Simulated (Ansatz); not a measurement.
Total density of states per atom from the program Ansatz at the PBEsol level (PAW), in 0.25 eV bins, energy from the valence-band maximum:

(E (eV), states/eV/atom): (-7.85, 0.40); (-7.60, 0.32); (-7.35, 0.29); (-7.10, 0.30); (-6.85, 0.33); (-6.60, 0.38); (-6.35, 0.49); (-6.10, 0.45); (-5.85, 0.46); (-5.60, 0.42); (-5.35, 0.42); (-5.10, 0.41); (-4.85, 0.38); (-4.60, 0.41); (-4.35, 0.53); (-4.10, 0.49); (-3.85, 0.55); (-3.60, 0.73); (-3.35, 0.70); (-3.10, 0.44); (-2.85, 0.36); (-2.60, 0.43); (-2.35, 0.58); (-2.10, 0.57); (-1.85, 0.57); (-1.60, 0.73); (-1.35, 0.56); (-1.10, 0.43); (-0.85, 0.19); (-0.60, 0.11); (-0.35, 0.06); (-0.10, 0.02); (0.15, 0.00); (0.40, 0.00); (0.65, 0.00); (0.90, 0.00); (1.15, 0.00); (1.40, 0.00); (1.65, 0.00); (1.90, 0.00); (2.15, 0.00); (2.40, 0.00); (2.65, 0.00); (2.90, 0.00); (3.15, 0.00); (3.40, 0.00); (3.65, 0.00); (3.90, 0.00); (4.15, 0.00); (4.40, 0.00); (4.65, 0.00); (4.90, 0.00); (5.15, 0.00); (5.40, 0.00); (5.65, 0.01); (5.90, 0.02); (6.15, 0.02); (6.40, 0.03); (6.65, 0.05); (6.90, 0.09); (7.15, 0.17); (7.40, 0.28); (7.65, 0.38); (7.90, 0.42); (8.15, 0.33); (8.40, 0.31); (8.65, 0.26); (8.90, 0.26); (9.15, 0.25); (9.40, 0.22); (9.65, 0.22); (9.90, 0.28); (10.15, 0.37)

Question: Which of these materials gives this?
A. Zn2SnO4, spinel
B. SiO2, rutile
C. Bi2SO2, P-3m1 (Bi on 2d, S on 1b, O on 2d)
D. AlSiCN, P3m1 (Pearson symbol hP8)

Answer: B, SiO2, rutile. Top 1 eV of the valence band: O 2p 98 %. Bottom 1 eV of the conduction band: Si 3s 48 %, O 2s 37 %, O 2p 9 %. Projections are on Löwdin-orthogonalised atomic valence shells; empty p or d shells of many metals are not among them.

Space group P4_2/mnm (rutile). This is a known high-pressure phase of the composition, computed here at zero pressure and temperature. Symmetry was held in the PBEsol relaxation; whether a distortion lowers the energy is not shown.

Potentials: the earlier of the program's two PAW sets. The files were generated under PBE; for other functionals the program regenerates the frozen cores, and for LDA and PBEsol the local potential too.
